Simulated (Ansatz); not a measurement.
**LiH6NO6: checking a database structure before trusting its electric field gradients**

The cell is an entry of the Crystallography Open Database (COD).

```cif
data_LiH6NO6
_symmetry_space_group_name_H-M 'Cmcm'
_symmetry_Int_Tables_number 63
_cell_length_a 6.8018
_cell_length_b 12.7132
_cell_length_c 5.9990
_cell_angle_alpha 90.000
_cell_angle_beta 90.000
_cell_angle_gamma 90.000
loop_
_atom_site_label
_atom_site_type_symbol
_atom_site_symmetry_multiplicity
_atom_site_Wyckoff_symbol
_atom_site_fract_x
_atom_site_fract_y
_atom_site_fract_z
Li Li 4 a 0.0000 0.0000 0.5000
H3 H 8 g 0.7330 0.9270 0.7500
H7 H 8 g 0.7200 0.0240 0.7500
H11 H 8 f 0.5000 0.1730 0.6440
N N 4 c 0.5000 0.7174 0.7500
O17 O 8 g 0.7915 0.9783 0.7500
O21 O 8 f 0.5000 0.6703 0.5700
O25 O 4 c 0.5000 0.1376 0.7500
O27 O 4 c 0.5000 0.8166 0.7500
```

One atom of each set is listed; the run and its k-mesh use a cell of 28 atoms with edges of 7.21, 7.21, 6.00 Å.

Method: Kohn–Sham DFT in Ansatz, PBE, plane waves and PAW, scalar-relativistic, 420 eV cutoff, Γ-centred 4×4×4 k-points, Fermi–Dirac smearing 0.02 eV.

Problem. Do the atoms and the cell lie near the calculated equilibrium?

Solution. No. The largest force is 25 eV/Å, on atom 17 (O: 2 H at 0.76 Å, 2 Li at 2.08 Å), and the pressure is 42.5 GPa, with principal stresses up to 70 GPa in size. Bonds to hydrogen as short as 0.76 Å are the usual result of locating hydrogen with X-rays, and they can account for much of this: hydrogen has to be relaxed before the gradients can be taken for those of the compound.
